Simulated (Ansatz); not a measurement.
**Eigenvalues along a path: B (sc type)**

```xyz
1
Lattice="1.4175 0.0000 0.0000 0.0000 1.4175 0.0000 0.0000 0.0000 1.4175" Properties=species:S:1:pos:R:3 pbc="T T T"
B     0.0000    0.0000    0.0000
```

The cell comes from a relaxation on PAW files under the same functional, begun from a prototype that needn't be the stable phase.

Level of theory: DFT with PBEsol, scalar-relativistic, in Ansatz 0.2.0; a Γ-centred 20×20×20 k mesh, Fermi–Dirac smearing of 0.05 eV, no spin polarisation. LAPW: all electrons, basis error target 1 meV/atom.

This run: volume at 0.43 of the series' base cell.

The structure type is held throughout; the real material can change phase at far lower pressure.

Path points, in fractions of the reciprocal vectors: Γ (0.000, 0.000, 0.000), X (0.000, 0.500, 0.000), M (0.500, 0.500, 0.000), R (0.500, 0.500, 0.500). The distance column jumps between branches of the path. Levels in eV from the Fermi level; bands 2 to 4, counted from the lowest band of the run. The gap is zero, the pressure 864.5 GPa.

```
# k(1/Å) point b2 b3 b4
0.000 Γ -25.70 26.35 26.35
0.277 - -25.52 23.10 26.59
0.554 - -24.97 17.47 27.29
0.831 - -24.06 11.84 28.42
1.108 - -22.83 6.63 29.92
1.385 - -21.32 2.01 31.68
1.662 - -19.65 -1.89 33.49
1.939 - -18.14 -4.73 34.95
2.216 X -17.46 -5.85 35.53
2.493 - -17.19 -5.80 33.76
2.770 - -16.37 -5.65 30.16
3.047 - -15.02 -5.44 26.42
3.324 - -13.16 -5.18 23.12
3.601 - -10.86 -4.93 19.94
3.878 - -8.24 -4.72 14.48
4.155 - -5.75 -4.59 10.26
4.432 M -4.54 -4.54 8.48
4.824 - -7.21 -3.97 11.44
5.216 - -11.81 -2.27 14.76
5.608 - -16.09 0.56 16.29
6.000 - -19.61 4.49 17.77
6.391 - -22.32 9.50 19.68
6.783 - -24.21 15.49 22.13
7.175 - -25.33 22.05 24.84
7.567 Γ -25.70 26.35 26.35
8.047 - -25.15 22.30 22.30
8.526 - -23.44 16.50 16.50
9.006 - -20.49 11.78 11.78
9.486 - -16.20 8.51 8.51
9.966 - -10.55 6.71 6.71
10.446 - -3.72 6.20 6.20
10.926 - 3.31 6.57 6.57
11.405 R 6.91 6.91 6.91
11.797 - 5.06 5.26 7.47
12.189 - 0.64 2.11 9.13
12.581 - -4.36 -0.81 11.90
12.972 - -8.90 -3.03 15.73
13.364 - -12.59 -4.50 20.57
13.756 - -15.28 -5.34 26.24
14.148 - -16.92 -5.74 32.16
14.540 X -17.46 -5.85 35.53
17.674 R 6.91 6.91 6.91
17.951 - 6.01 6.01 7.20
18.228 - 3.96 3.96 8.04
18.505 - 1.65 1.65 9.38
18.782 - -0.47 -0.47 11.13
19.059 - -2.22 -2.22 11.07
19.336 - -3.50 -3.50 9.63
19.613 - -4.28 -4.28 8.77
19.890 M -4.54 -4.54 8.48
```
